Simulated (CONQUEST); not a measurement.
Input and output of a self-consistent single point for W (I4/mmm, 2 atoms in the cell; from Materials Project mp-91, changed as shown) (CONQUEST).

Level of theory: PBE, numerical atomic orbitals double-zeta with polarisation (the shipped basis), PseudoDojo norm-conserving potentials made for PBE run with CONQUEST 1.3.

The change in words: lattice vector a scaled by 1.02. Reference geometry (Im-3m):
```
CELL_PARAMETERS angstrom
      3.17888     0.00000     0.00000
      0.00000     3.17888     0.00000
      0.00000     0.00000     3.17888
ATOMIC_POSITIONS crystal
  W  0.00000 0.00000 0.00000
  W  0.50000 0.50000 0.50000
```

Reference input (self-consistent single point, DFT, PBE, numerical atomic orbitals double-zeta with polarisation (the shipped basis), PseudoDojo norm-conserving potentials made for PBE): basis = DZP; Diag.MPMeshX, Y, Z = 5 5 5; potentials = PseudoDojo norm-conserving PBE; Grid.GridCutoff = 140 Ha; DM.SolutionMethod = diagon; Diag.kT = 0.003675 Ha; Diag.GammaCentred = true; minE.SCTolerance = 1.0e-06; SC.MaxIters = 100; SC.LinearMixingFactor = 0.5; SC.KerkerPreCondition = true; SC.KerkerFactor = 0.5 1/bohr. This run's input differs from it in these lines:

```diff
@@ -32,3 +32,3 @@
 # file: input.coords
-     3.178880000      0.000000000      0.000000000
+     3.242458000      0.000000000      0.000000000
      0.000000000      3.178880000      0.000000000
@@ -37,3 +37,3 @@
     0.000000000     0.000000000     0.000000000  1 T T T
-    1.589440000     1.589440000     1.589440000  1 T T T
+    1.621229000     1.589440000     1.589440000  1 T T T
```

Log, with long lists cut:

```
    new_SC_potl: Starting.  Tolerance:  0.10000E-05

    PulayMixSC: Starting Pulay mixing, A_up =  0.500 A_dn =  0.500
    PulayMixSC: Spin non-polarised calculation.
    PulayMixSC: with Kerker preconditioning, q0 =  0.500
          Harris-Foulkes Energy            :      -151.698237762252319 Ha
          GroundState Energy (E-(1/2)TS)   :      -151.698945378465226 Ha
          Free Energy (E-TS)               :      -151.699652994678104 Ha
          DFT Total Energy                 :      -151.673270973937576 Ha
          Total number of electrons        :        28.000000000000622
   [... lines left out ...]
          Total number of electrons        :        28.000026475819428
    PulayMixSC: Pulay iteration    10 residual:              0.14848E-05
          Harris-Foulkes Energy            :      -151.682509863186084 Ha
          GroundState Energy (E-(1/2)TS)   :      -151.683260314397018 Ha
          Free Energy (E-TS)               :      -151.684010765607979 Ha
          DFT Total Energy                 :      -151.682509862571408 Ha
          Total number of electrons        :        28.000024782262201
    PulayMixSC: Pulay iteration    11 residual:              0.98265E-06
    PulayMixSC: Reached SCF tolerance of  0.98265E-06 after     11 iterations
      | Number of electrons      =        28.000025
      |* band energy as 2Tr[K.H] =       -36.269172684777786 Ha
      |  screened ion-ion energy =      -106.030870627630250 Ha
      |  Ha correction           =         0.959110126511618 Ha
      |  XC correction           =       -10.341577624141301 Ha
      | GS Energy as E-(1/2)TS   =      -151.683260314397018 Ha
      | Free Energy as E-TS      =      -151.684010765607979 Ha
      |* Harris-Foulkes energy   =      -151.682509863186084 Ha
      |* DFT total energy        =      -151.682509862571408 Ha
      |  estimated accuracy      =        -0.000000000614676 Ha

    force: Forces on atoms (Ha/A )
    force:  Atom   X              Y              Z
   [... lines left out ...]
    force: Maximum force :        0.00000000(Ha/A ) on atom         1 in z direction
   [... lines left out ...]
    force: Force Residual:        0.00000000 Ha/A
    force: Total stress:          3.20658228     0.00000000     0.00000000 GPa
                             0.00000000    -1.24271701     0.00000000
                             0.00000000     0.00000000    -1.24271701
    force: Average pressure:     -0.24038275 GPa

    force: Finished force
    get_E_and_F: Change in energy during last step of electronic optimisation: -0.30489E-06
```

The run converged in 11 iterations. CONQUEST prints the stress tensor with tension positive. Against the reference run the free energy drops by 2.7 meV/atom and the pressure goes from 5.94 to -0.24 GPa.

The program uses no crystal symmetry, so grid and mesh can part values that symmetry would make equal. The atom-centred basis is finite, which shifts total energies and pressures against plane waves. The structure comes from a collection of computed structures, made at another level of theory; the collection holds predicted forms beside known ones. Its lattice was then scaled. No clean gap shows at this smearing width and mesh (spacing up to 0.40 Å⁻¹); the mesh is coarse for partly filled bands, so the values carry mesh errors.

Cost on one core: roughly 70 core-seconds.
